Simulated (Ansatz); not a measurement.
MgTiNO:
```xyz
8
Lattice="2.9626 0.0000 0.0000 0.0000 2.9626 0.0000 0.0000 0.0000 8.6377" Properties=species:S:1:pos:R:3 pbc="T T T"
Ti     1.4813     0.0000     7.6376
N      0.0000     1.4813     7.5373
Ti     0.0000     1.4813     1.0001
N      1.4813     0.0000     1.1005
Mg     1.4813     0.0000     3.2595
O      0.0000     1.4813     3.2655
Mg     0.0000     1.4813     5.3782
O      1.4813     0.0000     5.3722
```

Relaxed with r²SCAN.

### Question
Map the electron localisation function on the plane through (0.500, 0.000, 0.884) spanned by u = [0, 0, 1] and v = [1, 1, 0] in lattice vectors, from r²SCAN (plane waves, PAW; program Ansatz).

### Answer
x is the fraction of u, y of v (the angle between them is 90°; rows are the nearest grid lines); atoms in the plane: Ti at (0.00, 0.00), N at (0.99, 0.50), Ti at (0.23, 0.50), N at (0.24, 0.00), Mg at (0.49, 0.00), O at (0.49, 0.50), Mg at (0.74, 0.50), O at (0.74, 0.00).
```
y \ x   0.000  0.100  0.175  0.275  0.375  0.450  0.550  0.625  0.725  0.825  0.900   1.00
------  -----  -----  -----  -----  -----  -----  -----  -----  -----  -----  -----  -----
1.00    0.526  0.189  0.790  0.339  0.258  0.296  0.356  0.563  0.286  0.797  0.239  0.526
0.905   0.734  0.134  0.802  0.745  0.265  0.339  0.254  0.505  0.744  0.733  0.135  0.734
0.857   0.676  0.101  0.751  0.822  0.230  0.142  0.074  0.378  0.830  0.618  0.073  0.676
0.762   0.143  0.143  0.209  0.311  0.091  0.203  0.209  0.086  0.508  0.185  0.146  0.143
0.714   0.510  0.224  0.100  0.136  0.096  0.636  0.602  0.070  0.069  0.067  0.403  0.510
0.619   0.759  0.343  0.604  0.695  0.231  0.819  0.817  0.152  0.350  0.031  0.765  0.759
0.524   0.078  0.358  0.725  0.738  0.320  0.707  0.787  0.163  0.112  0.085  0.822  0.078
0.476   0.078  0.358  0.725  0.738  0.320  0.707  0.787  0.163  0.112  0.085  0.822  0.078
0.381   0.759  0.343  0.604  0.695  0.231  0.819  0.817  0.152  0.350  0.031  0.765  0.759
0.286   0.510  0.224  0.100  0.136  0.096  0.636  0.602  0.070  0.069  0.067  0.403  0.510
0.238   0.143  0.143  0.209  0.311  0.091  0.203  0.209  0.086  0.508  0.185  0.146  0.143
0.143   0.676  0.101  0.751  0.822  0.230  0.142  0.074  0.378  0.830  0.618  0.073  0.676
0.0952  0.734  0.134  0.802  0.745  0.265  0.339  0.254  0.505  0.744  0.733  0.135  0.734
0.000   0.526  0.189  0.790  0.339  0.258  0.296  0.356  0.563  0.286  0.797  0.239  0.526
```

The density is the valence pseudo-density with augmentation charge, so density and ELF within about 1 Å of a nucleus are not all-electron values.

Space group P4/nmm. The start of the workflow was typed in or built on a structure type; neither database checked (COD, Materials Project) lists it. Its standing as an ambient phase is unchecked. Symmetry was held in the r²SCAN relaxation; whether a distortion lowers the energy is not shown. The workflow began spin-polarised and lost its moments.

Potentials: the earlier of the program's two PAW sets.
